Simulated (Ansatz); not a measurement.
ZnSe in space group P4/nmm (No. 129; Zn on 2c, Se on 2a), DFT-r²SCAN+D4 in the program Ansatz with PAW potentials, all energies at zero smearing, with the estimated change up to a 700 eV cutoff added, with one set of potentials and settings (totals compare only within such a set). Cell of 4 atoms (2 Zn, 2 Se): -17608.889 eV.

```
element                reference phase  E (eV/atom)
-------  -----------------------------  -----------
Zn       P6_3/mmc, 2 atoms in the cell   -3325.7927
Se         P3_121, 3 atoms in the cell   -5478.2513
```

Formation energy per atom, worked out: (-17608.889 − 2×(-3325.7927) − 2×(-5478.2513))/4 = -0.200 eV/atom (-19 kJ per mol of atoms), at 0 K, without zero-point energy or fitted corrections.

A made-up cell: these elements were put on the sites of a structure type; the Crystallography Open Database copy checked does not list it. It is not the phase usual at ambient conditions (space group No. 216). The cell was relaxed with r²SCAN+D4 under the symmetry of its start; whether a distortion lowers the energy is not shown. The references are the lowest solids computed at this level, not always the standard phases.

Potentials: the later of the program's two PAW sets.
